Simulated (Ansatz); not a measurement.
Given:

Y₂Ge:
```yaml
crystal:
  lattice:
    - [5.17121, 0.00000, 0.00000]
    - [-2.58560, 4.47840, 0.00000]
    - [0.00000, 0.00000, 6.37673]
  atoms:
    - { symbol: Ge, position: [0.33333, 0.66667, 0.25000] }
    - { symbol: Ge, position: [0.66667, 0.33333, 0.75000] }
    - { symbol: Y, position: [0.00000, 0.00000, 0.00000] }
    - { symbol: Y, position: [0.00000, 0.00000, 0.50000] }
    - { symbol: Y, position: [0.33333, 0.66667, 0.75000] }
    - { symbol: Y, position: [0.66667, 0.33333, 0.25000] }
```

This is the PBE-relaxed structure.

All from DFT-PBE in the program Ansatz with PAW potentials, unless another level is named. Estimate the electronic character.

metallic (no gap).

Predict the density of states at the Fermi level.

1.7 states/eV per atom (mean over ±0.08 eV).

Predict the formation energy from the elements (no fitted shifts).

-0.54 eV/atom.

Space group P6_3/mmc. The cell is a constructed one: a structure type filled with these elements; neither database checked (COD, Materials Project) lists it. Whether it is the stable phase at ambient conditions was not checked. The cell was relaxed with PBE under the symmetry of its start; whether a distortion lowers the energy is not shown. The run is not spin-polarised. The references are the lowest solids computed at this level, not always the standard phases. Scalar-relativistic: spin–orbit coupling is off unless named, which matters more the heavier the elements.

Potentials: the later of the program's two PAW sets.
